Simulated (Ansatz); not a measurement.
**Data sheet: VSi₂ (DFT)**

VSi$_{2}$:
```
VSi2
1.0
    4.52222     0.00000     0.00000
   -2.26111     3.91635     0.00000
    0.00000     0.00000     6.32164
V Si
3 6
Direct
  0.00000   0.50000   0.16667
  0.50000   0.00000   0.50000
  0.50000   0.50000   0.83333
  0.83688   0.67377   0.50000
  0.16312   0.83688   0.83333
  0.32623   0.16312   0.16667
  0.16312   0.32623   0.50000
  0.83688   0.16312   0.83333
  0.67377   0.83688   0.16667
```

Space group P6_222 (No. 180); conventional cell a = b = 4.522 Å, c = 6.322 Å, α = β = 90.00°, γ = 120.00°.

Method: DFT-PBEsol in the program Ansatz with PAW potentials. Geometry: relaxed at this level of theory. Other levels are named where they apply.

**Cell and energy**

```
Property                                                      Result
-----------------------------------------------------  -------------
Volume per atom                                             12.44 Å³
Density                                                   4.77 g/cm³
Formation energy from the elements (no fitted shifts)  -0.59 eV/atom
```

**Electronic structure**

```
Property                                                                     Value
------------------------------------  --------------------------------------------
Electronic character                                             metallic (no gap)
Density of states at the Fermi level  0.77 states/eV per atom (mean over ±0.08 eV)
```

**Mechanics**

```
Quantity                                                                                       Result
--------------------------------------------  -------------------------------------------------------
Bulk modulus (Birch–Murnaghan fit)                                                            186 GPa
Pressure derivative B′                                                                            4.3
Elastic constants (relaxed ions, GPa)         C11 = 397, C12 = 60.6, C13 = 79.2, C33 = 463, C44 = 140
Mechanical stability                                           stable (all eigenvalues of C positive)
Hill bulk and shear moduli                                                            188 and 158 GPa
Young's modulus                                                                               370 GPa
Poisson's ratio                                                                                  0.17
Debye temperature from the elastic constants                                                    815 K
```

**Phonons**

```
Property                                        Value
-----------------------------  ----------------------
Highest zone-centre frequency                432 cm⁻¹
Zone-centre stability          no imaginary mode at Γ
```

Symmetry was held in the PBEsol relaxation. The run is not spin-polarised. As this level gives no gap, shear constants depend on the k-mesh and smearing (Fermi–Dirac, 0.1 eV here). As this level gives no gap, phonon frequencies hold no LO–TO term and depend on the k-mesh and smearing (Fermi–Dirac, 0.1 eV here). The references are the lowest solids computed at this level, not always the standard phases.

Potentials: the later of the program's two PAW sets.
